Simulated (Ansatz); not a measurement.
Relaxed-ion elastic tensor of TiAl (L1₀ or tetragonal B2, P4/mmm) in GPa (Voigt order), plane-wave PAW r²SCAN (Ansatz code); density 3.87 g/cm³, 16.06 Å³ per atom.

```
 213  62.8  88.5   0.0   0.0   0.0
62.8   213  88.5   0.0   0.0   0.0
88.5  88.5   185   0.0   0.0   0.0
 0.0   0.0   0.0   124   0.0   0.0
 0.0   0.0   0.0   0.0   124   0.0
 0.0   0.0   0.0   0.0   0.0  47.5
```

Question: Is the crystal mechanically stable?

Answer: Yes: the smallest eigenvalue of C is 47.5 GPa.

Question: Work out the Voigt, Reuss and Hill averages.

Answer: K_V = 121, K_R = 121, K_H = 121; G_V = 83.7, G_R = 70.3, G_H = 77.0 GPa.

Question: Give Young's modulus, Poisson's ratio, Pugh's ratio and the universal anisotropy index.

Answer: E = 9KG/(3K + G) = 191 GPa; ν = 0.24; K/G = 1.57 (brittle by the Pugh limit of 1.75); A_U = 5G_V/G_R + K_V/K_R − 6 = 0.96.

Question: Estimate the sound speeds and the Debye temperature.

Answer: v_l = √((K + 4G/3)/ρ) = 7600 m/s, v_t = √(G/ρ) = 4460 m/s, mean 4940 m/s; Θ = (h/k)(3n/4πV)^(1/3) v_m = 584 K.

Question: How much does each axis shrink under pressure?

Answer: Linear compressibilities β_i = Σ_j S_ij (j = 1 to 3): x 2.7, y 2.7, z 2.8 per TPa.

The r²SCAN relaxation kept the symmetry of its start; of distortions, only those at the zone centre were tested. The run is not spin-polarised. As this level gives no gap, shear constants depend on the k-mesh and smearing (Fermi–Dirac, 0.1 eV here).

Potentials: the earlier of the program's two PAW sets.
